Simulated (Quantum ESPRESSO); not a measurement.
```
ZnF2
1.0
    4.70294     0.00000     0.00000
    0.00000     4.70294     0.00000
    0.00000     0.00000     3.13289
Zn F
2 4
Direct
  0.50000   0.50000   0.50000
  0.00000   0.00000   0.00000
  0.69686   0.69686   0.00000
  0.30314   0.30314   0.00000
  0.80314   0.19686   0.50000
  0.19686   0.80314   0.50000
```
The cell comes from the Materials Project (a computed structure). It is ZnF2 in P4₂/mnm; whether this form has been observed was not checked. Stability against distortions was not tested.

With PBE (σ by GIPAW in a modified build of Quantum ESPRESSO; JTH PAW datasets, 22.5 Ha):

| quantity | PBE |
|---|---|
| σ_iso Zn (ppm) | 1799.2 |
| σ_iso F (ppm) | 344.1 |

Shieldings are absolute and leave out the bulk-susceptibility term; a larger σ means a smaller chemical shift. By our sweeps, such settings leave a few ppm in absolute σ on light atoms and up to some 20 ppm from Zn on.

What does the LDA, on its own JTH datasets and the same geometry, give?


```csv
quantity,LDA,LDA − PBE
σ_iso Zn (ppm),1751.1,-48.1
σ_iso F (ppm),328.5,-15.6
```
